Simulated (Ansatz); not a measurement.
# Stress against strain in Bi

```yaml
crystal:
  lattice:
    - [4.53900, 0.00000, 0.00000]
    - [-2.26950, 3.93089, 0.00000]
    - [0.00000, 0.00000, 11.82900]
  atoms:
    - { symbol: Bi, position: [0.33333, 0.66667, 0.25000] }
    - { symbol: Bi, position: [0.66667, 0.33333, 0.75000] }
```

Atoms are numbered in the order listed.

The cell comes from COD entry 9011614, which wasn't checked; take it as a given geometry.

Spin–orbit coupling is left out, though it moves levels of the heavy atoms by tenths of an eV or more.

All numbers below come from DFT, PBEsol, all-electron LAPW, scalar-relativistic (Ansatz 0.2.0).

The runs use a Γ-centred 9×9×3 k mesh, Fermi–Dirac smearing of 0.03 eV, basis error target 0.5 meV/atom, no spin polarisation.

The strain is applied along the Cartesian axes of the cell as listed (the other components stay zero). Fractional coordinates are held (clamped ions).

σ is the change of stress from the unstrained cell, which is at -3.54 GPa; tension is positive, so slopes are stress–strain coefficients at that pressure. In a metal the k mesh adds noise.

Only quantities that a quadratic follows smoothly over the whole series are listed; rougher ones are left out.

```csv
εxx = εyy,σzz (GPa),σxx (GPa)
-0.0300,-0.02,0.61
-0.0200,-0.01,0.41
-0.0100,0.00,0.20
0.0000,0.00,0.00
0.0200,0.01,-0.40
0.0300,0.01,-0.59
```

Problem. Fit the series and read off the stiffness at zero strain.

Solution. Least-squares fits y = p0 + p1 x + p2 x² to the rows give σzz (GPa): p1 = 0.489, p2 = -8.5; σxx (GPa): p1 = -20.1, p2 = 12. So C13 + C23 = 0 GPa and C11 + C12 = -20 GPa, for these axes.

Problem. One run, at εxx = εyy = 0.0100, is withheld. Predict its row.

Solution. The fits give 0.01, -0.20; the run gave 0.00, -0.20.
